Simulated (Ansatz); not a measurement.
An element in the sc structure gives these cold pressures by all-electron LAPW under LDA (Ansatz 0.2.0, scalar-relativistic, no spin polarisation).

| V (Å³/atom) | P (GPa) |
| --- | --- |
| 19.01 | 0.01 |
| 18.06 | 0.76 |
| 16.16 | 2.87 |
| 14.26 | 6.22 |
| 12.36 | 11.78 |
| 10.45 | 21.5 |
| 8.55 | 40.0 |
| 7.60 | 55.9 |

Q: Which element is it?

A: Li. Its zero-pressure volume in this structure is near 19.0 Å³/atom; the volume and the steepness of P(V) together point to it, though neighbours can come close. Other candidates weren't computed, and some may come near.
